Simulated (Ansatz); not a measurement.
Given:

ZnSe:
```yaml
crystal:
  lattice:
    - [0.00000, 2.86651, 2.86651]
    - [2.86651, 0.00000, 2.86651]
    - [2.86651, 2.86651, 0.00000]
  atoms:
    - { symbol: Se, position: [0.75000, 0.75000, 0.75000] }
    - { symbol: Zn, position: [0.00000, 0.00000, 0.00000] }
```

This is the PBE-relaxed structure. Tensor components refer to the Cartesian frame of this cell.

Problem. All from PBE in the plane-wave PAW code Ansatz, unless another level is named. Give the piezoelectric stress constants (proper, relaxed ions, C/m²).

Solution. e14 = e25 = e36 = 0.09.

Problem. What about the bulk modulus (Birch–Murnaghan fit)?

Solution. 566 kbar.

Problem. Give the zero-point energy.

Solution. 27.1 meV/atom.

Space group F-43m (zinc blende). The cell was relaxed with PBE under the symmetry of its start; phonons on a q-mesh show no instability.

Potentials: the later of the program's two PAW sets.
